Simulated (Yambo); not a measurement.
Yambo run on Cs2NaScCl6 (space group Fm-3m, No. 225). The wavefunctions are norm-conserving LDA (Quantum ESPRESSO, 88 Ry, without SOC) ones on a 2×2×2 mesh (40 occupied bands); a = b = c = 7.5413 Å, α = β = γ = 60.00°.

Yambo input:

```
gw0
dyson
el_el_corr
HF_and_locXC
ppa
em1d
EXXRLvcs= 88 Ry
VXCRLvcs= 352 Ry
Chimod= "HARTREE"
% BndsRnXp
 3 | 314 |
%
NGsBlkXp= 6 Ry
% LongDrXp
 1.0 | 1.0 | 1.0 |
%
PPAPntXp= 27.2114 eV
% GbndRnge
 1 | 314 |
%
GTermKind= "BG"
DysSolver= "n"
ExtendOut
% QPkrange
 1 | 1 | 40 | 41 |
 3 | 3 | 41 | 41 |
%
```

k points by index: 1 = Γ, 3 = X.

Table of the .qp output:

```
#    K-point    Band    Eo [eV]    E [eV]    E-Eo [eV]    Vxc [eV]    Vnlxc [eV]    Sc|Eo [eV]    Sc|E [eV]    dSc/dw|Eo [eV]    Re(Z)    Im(Z)
#
    1    40    0.000000    -1.357270    -1.357270    -14.26344    -18.29070    2.343112    2.669997    -6.552993    0.805918    -0.001367
    1    41    3.783780    5.847880    2.064100    -16.36230    -8.828545    -4.905139    -5.469657    -7.441023    0.785261    -0.002180
    3    41    3.770444    5.864203    2.093759    -16.40878    -8.756151    -4.983593    -5.558873    -7.475462    0.784481    -0.002196
```
(The two width columns are left out.) Convergence of these settings isn't established.

Geometry of the Materials Project entry, not relaxed at this level.

The structure is a Materials Project entry; no match was found in the copy of COD used, and its stability was not checked.
